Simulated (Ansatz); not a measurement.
The elements of this relaxed trial crystal are hidden behind letters.

```
lattice vectors (Å)
  -2.0281   10.1416    2.8668
   2.0281  -10.1416    2.8668
   2.0281   10.1416   -2.8668
fractional positions
X 0.0001 0.0001 0.0000
X 0.7997 0.9998 0.7999
X 0.1999 0.9998 0.2001
Z 0.6001 0.0001 0.6000
Z 0.4001 0.0001 0.4000
Q 0.3485 0.2484 0.1001
Q 0.7515 0.2515 0.5000
Q 0.1483 0.2484 0.8999
Q 0.5506 0.2509 0.2998
Q 0.9511 0.2509 0.7002
```

Level of theory: DFT PBE, scalar-relativistic, plane waves, PAW (Ansatz). Plane waves to 420 eV, an 8×8×8 mesh through Γ for the 10-atom cell and 0.02 eV Gaussian smearing; no spin polarisation.

| Item | Value |
| --- | --- |
| Space group | Imm2 (No. 44) |
| Conventional cell | a = 4.056 Å, b = 20.283 Å, c = 5.734 Å |
| Volume per atom | 23.59 Å³ |
| Density | 4.19 g/cm³ |
| Energy over the elements | −0.430 eV/atom |
| Gap on the 8×8×8 mesh of the 10-atom cell | 1.08 eV |

Energies are uncorrected and count from the elements' standard states at the same level.

Q: X is a p-block element of period 3, Z is a p-block element of period 4 and Q is a p-block element of period 4. Which elements are they?

A: X = Al, Z = Ga, Q = As, so the formula is Al3Ga2As5. Density times volume gives a mean mass of 4.19 × 23.59/1.6605 = 59.5 u per atom, and this set has 59.5 u. Al on a site of symmetry mm2 has 4 As at 2.48 Å; around Ga lie 4 As at 2.49 Å; around As on a site of symmetry m lie 2 Al at 2.48 Å and 2 Ga at 2.49 Å; 3 more sites not described. Other sets within the hints have nearly the same mass, so mass alone doesn't settle it; this one was computed.

Kohn–Sham gaps at this level usually fall short of measured ones. A structure relaxed within its symmetry needn't be a true minimum.
